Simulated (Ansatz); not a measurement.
One crystal and one scan (energy over volume and axial ratio) at two levels, PBE (plane waves to 420 eV, PAW, scalar-relativistic; Ansatz, a first-principles code) and r2SCAN (plane waves to 500 eV, PAW, scalar-relativistic; Ansatz), each from its own relaxed cell and on its own mesh. The cell shown is that of PBE.

ZnS (wurtzite)

```yaml
crystal:
  lattice:
    - [3.84514, 0.00000, 0.00000]
    - [-1.92257, 3.32999, 0.00000]
    - [0.00000, 0.00000, 6.30573]
  atoms:
    - { symbol: Zn, position: [0.66667, 0.33333, 0.99985] }
    - { symbol: Zn, position: [0.33333, 0.66667, 0.49985] }
    - { symbol: S, position: [0.66667, 0.33333, 0.62535] }
    - { symbol: S, position: [0.33333, 0.66667, 0.12535] }
```

The relaxed cell is deformed in two ways at once: its volume V is scaled, and at that volume it is stretched along z (the c axis of the conventional cell) so that c/a changes. Fractional atomic positions are held.

E stands for the smeared free energy. The PAW data are Ansatz's earlier set. ZnS was relaxed with its symmetry unable to fall. As the atoms are clamped, bonds stretch with the cell, which overstates energies and stresses. Percentages come from the unrounded values. Both scans cover V/V₀ from 0.960 to 1.040 and (c/a)/(c/a)₀ from 0.920 to 1.080.

| quantity | PBE | r2SCAN | PBE − r2SCAN |
|---|---|---|---|
| Lattice constant a (Å) | 3.845 | 3.807 | +0.038 (+1.0 %) |
| Lattice constant c (Å) | 6.306 | 6.246 | +0.060 (+1.0 %) |
| Relaxed volume (Å³/atom) | 20.19 | 19.60 | +0.59 (+3.0 %) |
| Modulus against c/a change at fixed volume, (3/4V)·∂²E/∂(ln c/a)² (fit, atoms clamped) (GPa) | 65 | 74 | -9 (-11 %) |

PBE gives the higher value for: lattice constant a; lattice constant c; relaxed volume. PBE gives the lower value for: modulus against c/a change at fixed volume. Neither level is exact: the differences show how much the result hangs on the functional.

(Under strain, the slope of the energy per volume gives the stress and its curvature an elastic modulus.)
